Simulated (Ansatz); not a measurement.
Geometry optimisation in Ansatz: input, command and trajectory.

```yaml
crystal:
  lattice:
    - [2.7027610564, 1.5604398235, 4.7513084424]
    - [-2.7027610564, 1.5604398235, 4.7513084424]
    - [0.0, -3.1208796469, 4.7513084424]
  atoms:
    - { symbol: Li, position: [0.4946732958, 0.7263607562, 0.1232477266] }
    - { symbol: Li, position: [0.2329450713, 0.930623239, 0.4895794769] }
    - { symbol: Li, position: [0.930623239, 0.4895794769, 0.2329450713] }
    - { symbol: Li, position: [0.6548818373, 0.6548818373, 0.6548818373] }
    - { symbol: Li, position: [0.1232477266, 0.4946732958, 0.7263607562] }
    - { symbol: Li, position: [0.7263607562, 0.1232477266, 0.4946732958] }
    - { symbol: Li, position: [0.4895794769, 0.2329450713, 0.930623239] }
    - { symbol: Nb, position: [0.0003430681, 0.0003430681, 0.0003430681] }
    - { symbol: O, position: [0.6375310925, 0.8836786184, 0.2332703064] }
    - { symbol: O, position: [0.0702639366, 0.7947313906, 0.3787881843] }
    - { symbol: O, position: [0.7947313906, 0.3787881843, 0.0702639366] }
    - { symbol: O, position: [0.2332703064, 0.6375310925, 0.8836786184] }
    - { symbol: O, position: [0.8836786184, 0.2332703064, 0.6375310925] }
    - { symbol: O, position: [0.3787881843, 0.0702639366, 0.7947313906] }
basis:
  ecutwfc: 420
kpoints:
  mp_grid: { grid: [6, 6, 6] }
hamiltonian:
  xc: pbesol
scf:
  occupations: { method: gaussian, width: 0.02 }
output:
  forces: true
  stress: true
  eigenvalues: true
relax:
  adjacent_minimum: "off"
  f_tol: 0.01
  max_steps: 30
  cell: { stress_tol: 0.1, fix: [volume] }
```

```bash
ansatz run input.yaml --threads 4 --pin off --max-ram 10240MiB --backend cpu --events-out ev --progress --plain --runs-dir out
```

Theory: DFT PBEsol, scalar-relativistic, plane waves, PAW in Ansatz.

The volume is held at 0.94 times that of the relaxed cell.

Of 7 frames 6 are shown, positions in Å and forces in eV/Å; the SCF threshold varies from step to step. Steps run on the plane waves of an earlier cell, with a Pulay correction in the pressure. The basis is chosen afresh for the last frame, the zero of the energies, and at times for earlier ones too; energy and pressure can step there, also at an unchanged geometry. Where two frames share a geometry here, they differ by under 2 meV/atom and 0.3 GPa.

```xyz
14
Lattice="2.7028 1.5604 4.7513 -2.7028 1.5604 4.7513 0.0000 -3.1209 4.7513" Properties=species:S:1:pos:R:3:forces:R:3 pbc="T T T" step=1 free_energy_over_end_meV_per_atom=1.01 pressure_GPa=8.11
Li   -0.6262    1.5207    6.3871    0.0020   -0.0218    0.0171
Li   -1.8857    0.2878    7.8546    0.0020    0.0315   -0.0145
Li    1.1920    1.4891    7.8546    0.0263   -0.0175   -0.0145
Li    0.0000    0.0000    9.3346    0.0000    0.0000    0.0384
Li   -1.0039   -1.3027    6.3871    0.0179    0.0126    0.0171
Li    1.6301   -0.2181    6.3871   -0.0199    0.0092    0.0171
Li    0.6936   -1.7769    7.8546   -0.0283   -0.0140   -0.0145
Nb    0.0000    0.0000    0.0049    0.0000    0.0000   -0.1091
O    -0.6653    1.6457    8.3361   -0.1323   -0.2670   -0.1713
O    -1.9581    0.1676    5.9096    0.1700   -0.2970    0.1922
O     1.1242    1.6119    5.9096   -0.3422    0.0012    0.1922
O    -1.0926   -1.3990    8.3361    0.2974    0.0190   -0.1713
O     1.7579   -0.2467    8.3361   -0.1651    0.2480   -0.1713
O     0.8339   -1.7795    5.9096    0.1721    0.2957    0.1922
14
Lattice="2.7028 1.5605 4.7512 -2.7028 1.5605 4.7512 0.0000 -3.1209 4.7512" Properties=species:S:1:pos:R:3:forces:R:3 pbc="T T T" step=2 free_energy_over_end_meV_per_atom=0.10 pressure_GPa=7.11
Li   -0.6325    1.5176    6.3877    0.0182   -0.0241    0.0217
Li   -1.8884    0.2838    7.8533    0.0162    0.0344   -0.0172
Li    1.1900    1.4935    7.8533    0.0216   -0.0313   -0.0172
Li    0.0000    0.0000    9.3393    0.0000    0.0000    0.0366
Li   -0.9980   -1.3066    6.3877    0.0118    0.0278    0.0217
Li    1.6306   -0.2110    6.3877   -0.0300   -0.0037    0.0217
Li    0.6984   -1.7773    7.8533   -0.0379   -0.0031   -0.0172
Nb    0.0000    0.0000    0.0038    0.0000    0.0000   -0.0460
O    -0.6695    1.6362    8.3329   -0.0378   -0.0172   -0.0302
O    -1.9539    0.1576    5.9114    0.0235   -0.0319    0.0288
O     1.1134    1.6133    5.9114   -0.0394   -0.0044    0.0288
O    -1.0822   -1.3979    8.3329    0.0338   -0.0242   -0.0302
O     1.7517   -0.2383    8.3329    0.0041    0.0414   -0.0302
O     0.8404   -1.7709    5.9114    0.0159    0.0363    0.0288
14
Lattice="2.7015 1.5597 4.7557 -2.7015 1.5597 4.7557 0.0000 -3.1194 4.7557" Properties=species:S:1:pos:R:3:forces:R:3 pbc="T T T" step=3 free_energy_over_end_meV_per_atom=0.03 pressure_GPa=6.96
Li   -0.6317    1.5148    6.3957    0.0065   -0.0115    0.0110
Li   -1.8869    0.2849    7.8589    0.0093    0.0184   -0.0101
Li    1.1902    1.4916    7.8589    0.0113   -0.0172   -0.0101
Li    0.0000    0.0000    9.3518    0.0000    0.0000    0.0328
Li   -0.9960   -1.3045    6.3957    0.0067    0.0114    0.0110
Li    1.6277   -0.2103    6.3957   -0.0132    0.0001    0.0110
Li    0.6967   -1.7766    7.8589   -0.0206   -0.0011   -0.0101
Nb    0.0000    0.0000    0.0024    0.0000    0.0000   -0.0238
O    -0.6704    1.6347    8.3393   -0.0160    0.0092    0.0019
O    -1.9530    0.1567    5.9181    0.0054   -0.0057   -0.0058
O     1.1123    1.6130    5.9181   -0.0076   -0.0019   -0.0058
O    -1.0805   -1.3979    8.3393    0.0000   -0.0184    0.0019
O     1.7509   -0.2368    8.3393    0.0159    0.0092    0.0019
O     0.8408   -1.7698    5.9181    0.0022    0.0076   -0.0058
14
Lattice="2.7012 1.5596 4.7567 -2.7012 1.5596 4.7567 0.0000 -3.1191 4.7567" Properties=species:S:1:pos:R:3:forces:R:3 pbc="T T T" step=4 free_energy_over_end_meV_per_atom=0.00 pressure_GPa=6.89
Li   -0.6314    1.5126    6.3982   -0.0017   -0.0010    0.0007
Li   -1.8854    0.2865    7.8586    0.0018    0.0008    0.0025
Li    1.1908    1.4896    7.8586   -0.0002   -0.0020    0.0025
Li    0.0000    0.0000    9.3612    0.0000    0.0000    0.0156
Li   -0.9943   -1.3031    6.3982    0.0017   -0.0010    0.0007
Li    1.6256   -0.2095    6.3982    0.0000    0.0020    0.0007
Li    0.6946   -1.7761    7.8586   -0.0016    0.0012    0.0025
Nb    0.0000    0.0000    0.0009    0.0000    0.0000   -0.0226
O    -0.6721    1.6347    8.3407    0.0010    0.0167    0.0041
O    -1.9527    0.1560    5.9183   -0.0042    0.0012   -0.0049
O     1.1115    1.6131    5.9183    0.0031    0.0030   -0.0049
O    -1.0796   -1.3994    8.3407   -0.0149   -0.0074    0.0041
O     1.7517   -0.2353    8.3407    0.0139   -0.0092    0.0041
O     0.8412   -1.7691    5.9183    0.0011   -0.0042   -0.0049
14
Lattice="2.7014 1.5596 4.7562 -2.7014 1.5596 4.7562 0.0000 -3.1193 4.7562" Properties=species:S:1:pos:R:3:forces:R:3 pbc="T T T" step=5 free_energy_over_end_meV_per_atom=0.00 pressure_GPa=6.91
Li   -0.6319    1.5121    6.3974   -0.0012    0.0012   -0.0003
Li   -1.8837    0.2866    7.8581   -0.0052   -0.0009    0.0000
Li    1.1901    1.4880    7.8581    0.0018    0.0050    0.0000
Li    0.0000    0.0000    9.3649    0.0000    0.0000    0.0105
Li   -0.9936   -1.3033    6.3974   -0.0004   -0.0016   -0.0003
Li    1.6255   -0.2088    6.3974    0.0016    0.0005   -0.0003
Li    0.6937   -1.7747    7.8581    0.0034   -0.0041    0.0000
Nb    0.0000    0.0000   -0.0003    0.0000    0.0000   -0.0064
O    -0.6730    1.6364    8.3395    0.0019   -0.0064    0.0004
O    -1.9537    0.1549    5.9169    0.0013    0.0060   -0.0014
O     1.1110    1.6145    5.9169    0.0046   -0.0041   -0.0014
O    -1.0807   -1.4010    8.3395    0.0046    0.0049    0.0004
O     1.7537   -0.2354    8.3395   -0.0065    0.0015    0.0004
O     0.8427   -1.7694    5.9169   -0.0059   -0.0019   -0.0014
14
Lattice="2.7013 1.5596 4.7565 -2.7013 1.5596 4.7565 0.0000 -3.1192 4.7565" Properties=species:S:1:pos:R:3:forces:R:3 pbc="T T T" step=7 free_energy_over_end_meV_per_atom=0.00 pressure_GPa=6.90
Li   -0.6321    1.5119    6.3976   -0.0001   -0.0012   -0.0001
Li   -1.8842    0.2866    7.8584    0.0003   -0.0006   -0.0003
Li    1.1903    1.4885    7.8584   -0.0007    0.0000   -0.0003
Li    0.0000    0.0000    9.3686    0.0000    0.0000   -0.0027
Li   -0.9933   -1.3034    6.3976    0.0011    0.0005   -0.0001
Li    1.6254   -0.2086    6.3976   -0.0010    0.0007   -0.0001
Li    0.6939   -1.7751    7.8584    0.0003    0.0006   -0.0003
Nb    0.0000    0.0000   -0.0011    0.0000    0.0000   -0.0023
O    -0.6728    1.6358    8.3398    0.0017    0.0016    0.0008
O    -1.9535    0.1553    5.9168    0.0006   -0.0023    0.0013
O     1.1112    1.6141    5.9168   -0.0023    0.0007    0.0013
O    -1.0802   -1.4005    8.3398   -0.0023    0.0007    0.0008
O     1.7530   -0.2352    8.3398    0.0006   -0.0023    0.0008
O     0.8423   -1.7694    5.9168    0.0017    0.0016    0.0013
```

Time: 56 s on 4 threads of AMD EPYC 7R43 64-Core Processor (Zen 3), with other jobs on the host, peak memory 0.61 GiB.